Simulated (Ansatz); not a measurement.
The cell below belongs to a search over invented structures; it isn't taken from experiment.

Input and command of a plane-wave DFT calculation in Ansatz:

```yaml
crystal:
  lattice:
    - [-1.87, 1.87, 7.935]
    - [1.87, -1.87, 7.935]
    - [1.87, 1.87, -7.935]
  atoms:
    - { symbol: Ga, position: [0.6667, 0.6667, 0.0] }
    - { symbol: Ga, position: [0.3333, 0.3333, 0.0] }
    - { symbol: B, position: [0.0, 0.0, 0.0] }
    - { symbol: As, position: [0.75, 0.25, 0.5] }
    - { symbol: As, position: [0.4167, 0.9167, 0.5] }
    - { symbol: As, position: [0.0833, 0.5833, 0.5] }
basis:
  ecutwfc: 420
kpoints:
  mp_grid: { grid: [6, 6, 6] }
hamiltonian:
  xc: pbe
scf:
  occupations: { method: gaussian, width: 0.2 }
  lower_state_search: "off"
output:
  forces: true
  stress: true
  eigenvalues: true
relax:
  adjacent_minimum: "off"
  f_tol: 0.08
  max_steps: 16
  cell: { stress_tol: 0.8 }
```

```bash
ansatz run input.yaml --threads 1 --pin off --max-ram 2560MiB --backend cpu --events-out ev --progress --plain --runs-dir out
```

Processor: Intel(R) Xeon(R) Platinum 8259CL CPU @ 2.50GHz (Skylake/Cascade Lake), 1 thread, on a host shared with other jobs.

Question: How long does it run, and how much memory does it take?

Answer: About 100 s, peak memory 0.49 GiB. It solves 45 bands at 30 k points (after reduction by symmetry) with about 2359 plane waves (on the last cell), in 33 SCF iterations over 5 ionic steps.
